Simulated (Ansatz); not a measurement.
**Deforming TiRh$_{3}$**

```xyz
4
Lattice="3.8220 0.0000 0.0000 0.0000 3.8220 0.0000 0.0000 0.0000 3.8220" Properties=species:S:1:pos:R:3 pbc="T T T"
Ti    0.0000    0.0000    0.0000
Rh    0.0000    1.9110    1.9110
Rh    1.9110    0.0000    1.9110
Rh    1.9110    1.9110    0.0000
```

Atoms are numbered in the order listed.

The conventional cell has a = 3.822 Å, b = 3.822 Å, c = 3.822 Å, α = 90.00°, β = 90.00°, γ = 90.00°. Around Ti (atom 1) lie 12 Rh at 2.70 Å. Around Rh (atom 2) lie 4 Ti at 2.70 Å and 8 Rh at 2.70 Å.

The geometry is COD entry 1537861, unchecked; take it as a test cell.

Spin polarisation is left out, and whether a magnetic state lies lower isn't shown here.

The calculation used DFT, LDA, all-electron LAPW, scalar-relativistic (Ansatz 0.2.0).

Sampling and basis: a Γ-centred 10×10×10 k mesh, Fermi–Dirac smearing of 0.03 eV, basis error target 1 meV/atom, no spin polarisation.

The unchanged cell is at -10.27 GPa.

In a metal, stresses and small energies carry noise from the k mesh.

x, y and z are the Cartesian axes of the cell as listed; fractional coordinates follow a strain, and an engineering shear is twice the off-diagonal strain component.

Problem. One change gave: energy change +9 meV/atom; stress change (xx, yy, zz, yz, xz, xy) 0.35, 0.35, 0.35, 3.46, 3.46, 3.46 GPa, compression positive. Which change was it?
A. equal xy, yz and zx engineering shear strains of -1 %
B. equal xy, yz and zx engineering shear strains of -2 %
C. equal xy, yz and zx engineering shear strains of +2 %
D. equal xy, yz and zx engineering shear strains of +1 %

Solution. B. For equal xy, yz and zx engineering shear strains of -1 %: energy change +2 meV/atom; stress change (xx, yy, zz, yz, xz, xy) 0.09, 0.09, 0.09, 1.74, 1.74, 1.74 GPa, compression positive. For equal xy, yz and zx engineering shear strains of +1 %: energy change +2 meV/atom; stress change (xx, yy, zz, yz, xz, xy) 0.09, 0.09, 0.09, -1.74, -1.74, -1.74 GPa, compression positive. For equal xy, yz and zx engineering shear strains of +2 %: energy change +9 meV/atom; stress change (xx, yy, zz, yz, xz, xy) 0.35, 0.35, 0.35, -3.48, -3.48, -3.48 GPa, compression positive.
